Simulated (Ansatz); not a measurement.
**Two-dimensional Te2W, first-principles data**

Te2W:
```yaml
crystal:
  lattice:
    - [3.47132, 0.00000, 0.00000]
    - [-1.73566, 3.00625, 0.00000]
    - [0.00000, 0.00000, 34.00000]
  atoms:
    - { symbol: Te, position: [0.33333, 0.66667, 0.44701] }
    - { symbol: Te, position: [0.33333, 0.66667, 0.55299] }
    - { symbol: W, position: [0.66667, 0.33333, 0.50000] }
```
The layer is periodic in x and y and isolated along z.

Method: LDA in the plane-wave PAW code Ansatz. Lattice and atoms are relaxed at this level; other levels are named.

### Structure

```yaml
In-plane lattice: a = 3.471 Å
distance_between_the_outermost_nuclei: 3.60 Å
```

### Electronic structure

```yaml
band_gap: 1.24 eV (direct)
valence_band_maximum: at K
conduction_band_minimum: at K
Ionisation potential (Kohn–Sham): 4.96 eV
Electron affinity (Kohn–Sham): 3.71 eV
Electron effective mass, in the valley at K: 0.31 mₑ
Hole effective mass, in the valley at K: 0.42 mₑ
```

Space group P-6m2 (1H). The layer was cut from a bulk entry of the Materials Project (measured or hypothetical); whether that bulk phase is the ambient one, and whether the layer has been isolated, was not checked. The LDA relaxation kept the symmetry of its start; whether a distortion lowers the energy is not shown. The run is not spin-polarised. Spin–orbit coupling is left out wherever it is not named.

Potentials: the later of the program's two PAW sets.
